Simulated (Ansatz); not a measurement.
Input:

PbS:
```
PbS
1.0
    5.00560     0.00000     0.00000
   -2.50280     4.33498     0.00000
    0.00000     0.00000    11.97256
Pb S
4 4
Direct
  0.00000   0.00000   0.03528
  0.00000   0.00000   0.53528
  0.66667   0.33333   0.77250
  0.33333   0.66667   0.27250
  0.00000   0.00000   0.77060
  0.00000   0.00000   0.27060
  0.66667   0.33333   0.54724
  0.33333   0.66667   0.04724
```

This is the HSE06-relaxed structure.

Question: All from HSE06 in the plane-wave PAW code Ansatz, unless another level is named. Estimate the band gap.

Answer: 2.01 eV (indirect).

Question: And the smallest direct gap on the standard path?

Answer: 2.45 eV.

Question: What about the conduction-band minimum?

Answer: on the Γ–M line, 51 % of the way from Γ (6 equivalent valleys).

Question: Predict the valence-band maximum.

Answer: at K.

Space group P6_3mc. A made-up cell: these elements were put on the sites of a structure type; neither database checked (COD, Materials Project) lists it. It is not the phase usual at ambient conditions (space group No. 225). Symmetry was held in the HSE06 relaxation; whether a distortion lowers the energy is not shown. The hybrid was solved on a coarse mesh, the path and, where they were found, the r²SCAN edge points; its band edges are the extreme levels among these. Spin–orbit coupling is left out wherever it is not named.

Potentials: the later of the program's two PAW sets.
